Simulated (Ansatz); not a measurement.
Mo (bcc, W type)

```xyz
2
Lattice="-3.1509 3.1509 3.1509 1.5754 -1.5754 1.5754 1.5754 1.5754 -1.5754" Properties=species:S:1:pos:R:3 pbc="T T T"
Mo     0.0000     0.0000     0.0000
Mo    -1.5754     1.5754     1.5754
```

The atoms are displaced by Q × the pattern below (from a DFPT mode at N = (0.5, 0.0, 0.0), largest move 1; Q in Å), at fixed cell. (q is in reciprocal vectors of the primitive cell; the cell shown is doubled to hold the pattern.)

```
atom      x       y       z
----  -----  ------  ------
Mo1   0.000   0.707  -0.707
Mo2   0.000  -0.707   0.707
```

Calculation: r2SCAN (plane waves to 500 eV, PAW, scalar-relativistic; Ansatz, an electronic-structure program). k mesh 21×21×21 (Γ-centred), Fermi-Dirac smearing 0.05 eV. Stress and pressure are positive under compression. With partly filled bands, energies and forces of such displacements shift with the k mesh and the smearing. Mo is run without spin polarisation. Mo was relaxed with its symmetry unable to fall. The PAW data are Ansatz's earlier set. 

```csv
Q (Å),−dE/dQ from forces (eV/Å),P (GPa)
-0.180,?,2.1
-0.150,3.490,1.6
-0.120,?,1.1
-0.090,2.417,0.6
-0.060,?,0.3
-0.030,0.857,0.1
0.000,0.000,0.0
0.030,-0.857,0.1
0.060,?,0.3
0.090,-2.417,0.6
0.120,?,1.1
0.150,-3.490,1.6
0.180,?,2.1
```

**Question.** What belongs in the gaps?

**Answer.** 
- -0.180, −dE/dQ from forces (eV/Å): 3.724
- -0.120, −dE/dQ from forces (eV/Å): 3.045
- -0.060, −dE/dQ from forces (eV/Å): 1.673
- 0.060, −dE/dQ from forces (eV/Å): -1.673
- 0.120, −dE/dQ from forces (eV/Å): -3.045
- 0.180, −dE/dQ from forces (eV/Å): -3.724

(A displaced cell: forces are minus the slopes of the energy, force constants its curvatures, and phonons follow from these.)
